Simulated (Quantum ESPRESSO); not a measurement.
Ta4AuAl2Ti, one composition in several site orders

A calculation, not a measurement. The program is pw.x of Quantum ESPRESSO 7.5 (plane-wave density functional theory). The cell is made up: eight metal atoms on a hexagonal close-packed lattice, with elements, volume, strain and displacements drawn at random and not relaxed, so it may be unstable or far from any real phase. PseudoDojo standard norm-conserving files set the functional (PBE unless stated); there is no spin polarisation or spin-orbit coupling, the Fermi-Dirac width of 0.25 eV means electrons at about 2900 K, and the masses in the input are unused placeholders. Heavy elements are run without spin-orbit coupling, which real alloys of them have. A spin test at this wide smearing found no moment, but such smearing suppresses magnetism that the real alloy may have.

The runs put one composition on the sites in different orders. Cell, positions, cutoff, mesh and smearing stay as in the input of run 1; sites are counted in its order. Stress in the tables is positive in tension.

Input of run 1:

```
&control calculation='scf', pseudo_dir='./dojo.nc.sr.pbe.v0_5.standard.upf', outdir='./o', disk_io='medium', tprnfor=.true., tstress=.true. /
&system ibrav=0, nat=8, ntyp=4, nbnd=59, ecutwfc=84.00895049, nosym=.true., tot_charge=0,
 occupations='smearing', smearing='fd', degauss=0.0183746611
/
&electrons conv_thr=1.470e-08, electron_maxstep=70, mixing_beta=0.5 /
ATOMIC_SPECIES
Al 1.0 Al.upf
Au 1.0 Au.upf
Ta 1.0 Ta.upf
Ti 1.0 Ti.upf
CELL_PARAMETERS angstrom
3.0007 -0.0445 -0.043
1.6059 -2.6762 -4.7416
1.4518 7.8555 -4.695
ATOMIC_POSITIONS angstrom
Ta 0.1073 -0.0071 0.002
Au 1.6156 2.5972 -4.7029
Al 1.5473 -0.8907 -2.3834
Ta 3.059 1.6136 -7.0383
Ta 3.0723 5.2911 -4.7086
Al 3.2066 -0.0879 -4.7324
Ti 3.046 1.7492 -2.3996
Ta 4.6683 4.2473 -7.1273
K_POINTS automatic
8 4 3 1 1 1
```

```
run  elements on sites 1 to 8  free energy less that of run 1 (eV)  -TS (eV)  pressure (GPa)  stress xx (GPa)  stress yy (GPa)  stress zz (GPa)  stress yz (GPa)  stress xz (GPa)  stress xy (GPa)  iterations
  1   Ta Au Al Ta Ta Al Ti Ta                                0.000    -1.732           -5.44             8.54             7.25             0.51             1.14            -0.33             0.00          19
  2   Ti Ta Ta Al Au Ta Ta Al                                0.027    -1.668           -5.10             7.37             7.11             0.83             2.25             0.63             0.00          19
  3   Ta Ta Al Ti Ta Al Ta Au                                0.134    -1.732           -6.09             7.66             9.61             0.99             0.63            -0.36             0.31          18
  4   Ta Al Ti Au Ta Ta Al Ta                                0.118    -1.606           -5.38             7.54             8.68            -0.09             2.39            -0.67             0.43          19
  5   Ta Al Ta Ta Al Ti Au Ta                               -0.334    -1.574           -6.46             6.90             8.22             4.27             0.93            -1.04            -0.41          19
  6   Ta Ta Au Al Ti Ta Al Ta                               -0.307    -1.553           -6.90             8.81             8.77             3.11             0.13            -1.15            -0.62          17
```

Forces Fx Fy Fz (eV/Å):

| site | run 1 | run 2 | run 3 | run 4 | run 5 | run 6 |
| --- | --- | --- | --- | --- | --- | --- |
| 1 | 0.05 0.68 -0.84 | 0.22 0.28 0.24 | -0.04 0.30 -0.53 | 0.14 0.49 -0.18 | 0.17 0.05 -0.01 | -0.01 0.40 -0.39 |
| 2 | -0.25 -0.09 0.16 | -0.03 0.18 -0.66 | 0.16 0.12 0.09 | -0.06 -0.16 0.02 | 0.06 -0.15 -0.04 | -0.20 0.05 -0.35 |
| 3 | 0.18 -0.02 0.01 | 0.09 -0.59 0.02 | -0.01 0.06 0.14 | -0.11 0.23 0.03 | 0.06 -0.30 0.00 | 0.33 0.01 0.24 |
| 4 | 0.23 0.13 0.18 | 0.14 0.37 -0.25 | 0.11 0.53 -0.32 | 0.21 0.10 -0.15 | 0.21 0.73 -0.29 | 0.17 0.37 -0.23 |
| 5 | 0.09 -0.55 -0.02 | -0.06 -0.41 0.36 | 0.04 -0.55 -0.56 | 0.02 -0.39 -0.29 | -0.04 -0.49 -0.02 | 0.02 -0.48 0.40 |
| 6 | 0.05 -0.11 -0.17 | 0.07 0.13 -0.27 | -0.12 0.01 -0.09 | -0.19 0.19 -0.03 | -0.11 0.19 -0.26 | -0.19 0.02 -0.29 |
| 7 | -0.07 -0.04 0.48 | -0.38 -0.09 0.24 | -0.16 -0.62 0.85 | 0.08 -0.26 0.07 | -0.08 -0.05 -0.33 | 0.06 -0.21 0.20 |
| 8 | -0.28 0.00 0.20 | -0.05 0.12 0.33 | 0.02 0.15 0.43 | -0.09 -0.19 0.52 | -0.26 0.01 0.96 | -0.17 -0.17 0.42 |

The sites are displaced and not relaxed, so the energy differences mix bonding between neighbours with strain and are not ordering energies. A rerun of one cell of this series at a higher cutoff and on a denser mesh moved values by no more than 0.002 eV in energy, 0.04 GPa in stress and 0.005 eV/Å in force, and a second program with other atomic files agreed on that cell to 2 % rms in force and 0.5 GPa in pressure.